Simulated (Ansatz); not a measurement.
An Ansatz (a first-principles code) run. Input:

Ansatz 0.2 input:
```yaml
crystal:
  lattice:
    - [5.8041709005, 1.8577711214, 0.0]
    - [-5.8041709005, 1.8577711214, 0.0]
    - [-0.7899195874, 0.0, 4.8073383554]
  atoms:
    - { symbol: Co, position: [0.0, 0.0, 0.0] }
    - { symbol: Co, position: [0.0, 0.0, 0.5] }
    - { symbol: Co, position: [0.8044966853, 0.1955033147, 0.6748221135] }
    - { symbol: Co, position: [0.1955033147, 0.8044966853, 0.3251778865] }
    - { symbol: Ge, position: [0.816238253, 0.183761747, 0.1821033417] }
    - { symbol: Ge, position: [0.183761747, 0.816238253, 0.8178966583] }
    - { symbol: Ge, position: [0.5690730956, 0.4309269044, 0.2805139544] }
    - { symbol: Ge, position: [0.4309269044, 0.5690730956, 0.7194860456] }
kpoints:
  mp_grid: { grid: [12, 12, 9] }
hamiltonian:
  xc: r2scan
  pseudopotentials: { kind: paw }
scf:
  occupations: { method: gaussian, width: 0.05 }
checkpoint: { read: metal.run }
output: { write_density: true, elf: true, volumetric_format: npy }
basis: { fft_grid_basis: typed }
```

Output (shortened):

```
Pseudopotential: Co, paw, valence charge 17
Pseudopotential: Ge, paw, valence charge 14
Functional definition: r2SCAN
Crystal: 8 atoms, lattice volume = 103.673 Å³
Basis set: ecut = 500 eV, 2607 PW (Γ), exchange–correlation on 180×180×144 points (64 copies of the dense FFT grid, shifted against one another)
Bands: 75, of which v1, the nominal top of the filled ones, is band 62 counted from 1 (61 counted from 0)
Symmetry: 4 space group operations
Space group: C2/m (ITA 12), of the structure as read, at distance tolerance 4.7e-5 Å
k-points: 355 of 1296
Stability of the state it starts from, as read at its close in the unpolarized treatment …
iter 1 solved again at ethr=2.22e-7 eV; its pass at ethr=3.10e-3 eV (dr2=2.76e-4 eV) is discarded
SCF iter   1: F=—  HF=-37738.228577 eV  |F-HF|=—  |Δ(HF+E_count)|=         —  Δρ=1.17e-6  dr2=9.19e-10  dr2_τ=5.63e-11  ethr=2.22e-7  ⟨swp⟩=3.9  Hψ=155914  notcnv=0
preconditioner: auto → Kerker (q_TF=auto, 2.811 Å⁻¹)
SCF iter   2: F=—  HF=-37738.228665 eV  |F-HF|=—  |Δ(HF+E_count)|=   8.82e-5  Δρ=2.49e-6  dr2=4.77e-9  dr2_τ=9.63e-11  ethr=1.00e-12  ⟨swp⟩=7.1  Hψ=112371  notcnv=0
SCF iter   3: F=-37738.228665 eV  HF=-37738.228665 eV  |F-HF|=4.95e-10  |Δ(HF+E_count)|=  2.62e-10  Δρ=8.59e-7  dr2=5.55e-10  dr2_τ=3.15e-11  ethr=1.00e-12  ⟨swp⟩=1.0  Hψ=60672  notcnv=0
SCF 1 converged in 3 iterations: F = -37738.228665 eV  dr2 = 5.55e-10
SCF converged after 3 iterations
Free energy (F): -37738.228665 eV
Harris-Foulkes:  -37738.228665 eV  (|F-HF|=4.95e-10)
Internal energy: -37738.224870 eV  (E = F + TS)
E sigma→0 (E₀):  -37738.226767 eV
Entropy (-TS):   -0.003795 eV (-0.474 meV/atom)
Fermi energy:    15.857238 eV
--- Per-component energies (eV) ---
  E_band       = -1446.656869
  E_kinetic    = 2282.531746
  E_local      = -21059.169633  (includes V_loc(G=0)·N_el)
  E_nonlocal   = 3522.718881
  E_hartree    = 9146.298067
  E_xc         = -912.493568
  E_vxc        = -1200.866759  (∫ρ·V_xc dr)
  E_paw        = -14246.244349  (= ΣΔE_a)
  E_vpaw       = -3359.616289  (= ΣTr[D̂ρ^β])
  E_aug_tail   = 0.000199  (compensation charges beyond the density's cutoff)
  E_vtau       = 75.147656  (kinetic-family band-sum trace: ∫τ·v_τ [+ j·A + Jᵃ·Aᵃ] dr)
  E_ewald      = -16466.342325
  E_core_change = -5.523888  (= ΣΔE_core)
  E_smearing   = -0.003795  (= −TS)
  E_closure    =  0.000000  (closes the sum)
  Σ components = -37738.228665   (vs F -37738.228665, Δ=0.00e0)
  [band-id]    e_kinetic+e_local+e_nonlocal+2·e_hartree+e_vxc+e_vpaw+e_augmentation_tail+e_vtau = -1446.658066   (vs E_band -1446.656869, Δ=-1.20e-3)
--- Band table (eV; the first three rows and the last of 355) ---
  k-point 0: bands = ["-82.3171", "-82.2663", "-82.1834", "-82.1773", "-44.3401", "-44.2034", "-44.1718", "-44.1491", "-44.1239", "-44.1237", "-44.0977", "-44.0496", "-44.0421", "-44.0164", "-44.0079", "-43.9749", "-9.3581", "-9.3278", "-9.3274", "-9.3122", …
  k-point 1: bands = ["-82.3167", "-82.2666", "-82.1834", "-82.1773", "-44.3340", "-44.2041", "-44.1722", "-44.1484", "-44.1244", "-44.1238", "-44.0991", "-44.0540", "-44.0420", "-44.0152", "-44.0079", "-43.9757", "-9.3585", "-9.3277", "-9.3255", "-9.3154", …
  k-point 2: bands = ["-82.3158", "-82.2676", "-82.1834", "-82.1772", "-44.3167", "-44.2069", "-44.1729", "-44.1462", "-44.1267", "-44.1233", "-44.1040", "-44.0645", "-44.0419", "-44.0122", "-44.0080", "-43.9780", "-9.3586", "-9.3270", "-9.3256", "-9.3182", …
  k-point 354: bands = ["-82.3138", "-82.2696", "-82.1836", "-82.1770", "-44.2659", "-44.2257", "-44.1715", "-44.1387", "-44.1342", "-44.1249", "-44.1210", "-44.0840", "-44.0417", "-44.0082", "-44.0078", "-43.9785", "-9.3528", "-9.3431", "-9.3298", "-9.3094", …
```

Cost: about 2.9 core-minutes (a rough figure) on shared cores.

The first step of the workflow began from a Materials Project structure, measured or hypothetical; the Crystallography Open Database copy checked does not list it. Whether it is the stable phase at ambient conditions was not checked. Symmetry was held in the r²SCAN relaxation; whether a distortion lowers the energy is not shown. The run is not spin-polarised. Spin–orbit coupling is left out wherever it is not named.

Potentials: the later of the program's two PAW sets.

Ansatz is a plane-wave DFT program.
